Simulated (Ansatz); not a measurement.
A relaxed cell of Rh (Fm-3m (No. 225)), relaxed on a k-mesh at least as fine as the one used below. Level of theory: PBE (plane waves to 420 eV, PAW, scalar-relativistic; Ansatz, an electronic-structure program). Γ-centred k-mesh 14×14×7 on the run's cell (coarser than for final values), Fermi–Dirac smearing 0.05 eV.

```
CELL_PARAMETERS angstrom
      0.00000     1.91511     1.91511
      1.91511     0.00000     1.91511
      3.83022     3.83022     0.00000
ATOMIC_POSITIONS crystal
  Rh 0.00000 0.00000 0.00000
  Rh 0.00000 0.00000 0.50000
```

The atoms are displaced by (Å):

```json
[
 {"atom": "Rh1", "ux": "0.041", "uy": "-0.061", "uz": "0.050"},
 {"atom": "Rh2", "ux": "-0.045", "uy": "-0.124", "uz": "-0.024"}
]
```

Problem. What forces (eV/Å) and pressure result?

Solution. 
```tsv
atom	Fx	Fy	Fz
Rh1	-0.47	-0.40	-0.07
Rh2	0.47	0.40	0.07
```

Pressure +0.8 GPa.

No spin polarisation in the result.

The run that gave the undisplaced cell could not lose the symmetry of its start; a randomly shaken copy of 2 atoms returns to this structure.
